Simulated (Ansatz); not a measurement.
# Y: stationary points along a deformation path

Method: Ansatz, DFT r2SCAN, scalar-relativistic, plane waves, PAW. The runs took a 500 eV cutoff, a Γ-centred 18×18×18 mesh and Gaussian smearing (0.15 eV). No spin polarisation. Energies are free energies at this smearing, counted from the undisturbed cell; pressure is positive in compression.

Zero of the scan (as given, not relaxed at this level; it stands at 3.3 GPa; this fcc form isn't the usual structure):

```
Y
1.0
     0.00000    2.48500    2.48500
     2.48500    0.00000    2.48500
     2.48500    2.48500    0.00000
Y
1
Direct
  0.00000 0.00000 0.00000
```

At fixed volume and fractional coordinates, lengths along (0.577, 0.577, 0.577) are scaled against those across it; ρ is that ratio over its starting value. V = 30.691 Å³/atom. Δσ is the stress along the axis less the mean stress across it (compression positive).

| ρ | ΔE (meV/atom) | Δσ (GPa) | space group |
| --- | --- | --- | --- |
| 0.500 | 820.2 | 0.00 | Pm-3m |
| 0.600 | 723.8 | 9.09 | R-3m |
| 0.710 | 412.7 | 17.09 | R-3m |
| 0.850 | 99.7 | 9.21 | R-3m |
| 0.930 | 21.2 | 4.43 | R-3m |
| 1.000 | 0.0 | 0.00 | Fm-3m |
| 1.080 | 26.2 | -5.40 | R-3m |
| 1.200 | 155.1 | -13.97 | R-3m |
| 1.410 | 568.9 | -25.36 | R-3m |
| 1.700 | 1301.7 | -35.68 | R-3m |
| 2.000 | 2114.7 | -42.47 | R-3m |

Question: How does the stress give the slope of the energy, and where is the energy stationary?

Answer: Along the path d ln(length) is 2/3 d ln ρ on the axis and −1/3 d ln ρ across it, so dE/d ln ρ = −(2/3) V Δσ: the energy falls with ρ where Δσ is positive. Δσ vanishes or changes sign at ρ = 0.500 (Pm-3m, an end of the scan), at 820.2 meV/atom; at ρ = 1.000 (Fm-3m), a minimum at 0.0 meV/atom. Pairs of stationary points between two samples would go unseen, and could change a minimum read from distant neighbours into a maximum. At ρ = 0.500, 1.000 the cell is cubic, where symmetry alone makes the stress isotropic and the slope zero.

Question: Which shear constant sets the curvature at ρ = 1?

Answer: For a cubic crystal E/V = (2/3) C (ln ρ)² with C = C44, so Δσ = −2C ln ρ. The parabola of Δσ against ln ρ through ρ = 0.930, 1 and 1.080 gives C ≈ 33 GPa with the ions clamped, rough because the steps are large. It is the stress–strain coefficient at this cell's pressure of 3.3 GPa, not the zero-pressure constant.

In a metal these slopes depend on the k mesh and the smearing.